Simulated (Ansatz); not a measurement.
GePd (NiAs type, space group No. 194) under volume change, PBE in the plane-wave PAW code Ansatz, shape and atoms relaxed at each volume.

| V (Å³/atom) | E − E(relaxed) (meV/atom) | P (GPa) |
|---|---|---|
| 15.749 | 63.6 | 14.37 |
| 16.268 | 26.5 | 8.69 |
| 16.788 | 6.2 | 3.95 |
| 17.307 | 0.0 | 0.00 |
| 17.826 | 5.5 | -3.28 |
| 18.345 | 20.6 | -5.99 |
| 18.865 | 43.7 | -8.22 |

What does a third-order Birch–Murnaghan fit give for V₀, B₀ and B′?

V₀ = 17.31 Å³/atom, B₀ = 119 GPa, B′ = 5.2.

Space group P6_3/mmc (NiAs type). A made-up cell: these elements were put on the sites of a structure type; neither database checked (COD, Materials Project) lists it. COD files the formula under space group No. 62, so this cell is another polymorph or a model. Whether it is the stable phase at ambient conditions was not checked. The PBE relaxation kept the symmetry of its start; its stability against distortions is not shown here. The run is not spin-polarised.

Potentials: the later of the program's two PAW sets.
